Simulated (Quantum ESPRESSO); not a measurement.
**Electric field gradients in ZnF₂ (changed cell)**

```
CELL_PARAMETERS angstrom
      4.65591     0.00000     0.00000
      0.00000     4.65591     0.00000
      0.00000     0.00000     3.19555
ATOMIC_POSITIONS crystal
  Zn 0.50000 0.50000 0.50000
  Zn 0.00000 0.00000 0.00000
  F  0.69663 0.69663 0.00000
  F  0.30337 0.30337 0.00000
  F  0.80337 0.19663 0.50000
  F  0.19663 0.80337 0.50000
```
The cell was made here from a computed Materials Project entry: strained by +2 % along the unique axis and by -1 % across it, atoms relaxed (PBE without dispersion, pw.x of a modified build of Quantum ESPRESSO, symmetry kept). The parent is ZnF2 in P4₂/mnm; whether this form has been observed was not checked. Stability against distortions was not tested.

Computed: field gradients by the PAW reconstruction of the field gradient on a scalar-relativistic PBE ground state (Quantum ESPRESSO, JTH datasets), 22.5 Ha, k-mesh 5×5×7 through Γ.

| site | site symmetry | Vzz (a.u.) | η_Q | ∣C_Q∣ (MHz) |
|---|---|---|---|---|
| Zn (atoms 1, 2) | mmm | 0.327 | 0.38 | 11.5 (⁶⁷Zn) |
| F (atoms 3, 4, 5, 6) | m2m | -0.930 | 0.39 | – |

Quadrupole moments taken as inputs (sizes, barn, from the tables of PySCF and pymatgen): ⁶⁷Zn 0.15.

Convention: |Vzz| is the largest principal value, η_Q = (Vxx − Vyy)/Vzz, |C_Q| = |eQVzz/h|. Cores are frozen. Against all-electron runs on small test molecules, this scheme's |Vzz| missed by +4 % on Zn, −6 to +4 % (−29 % in KF) on F.
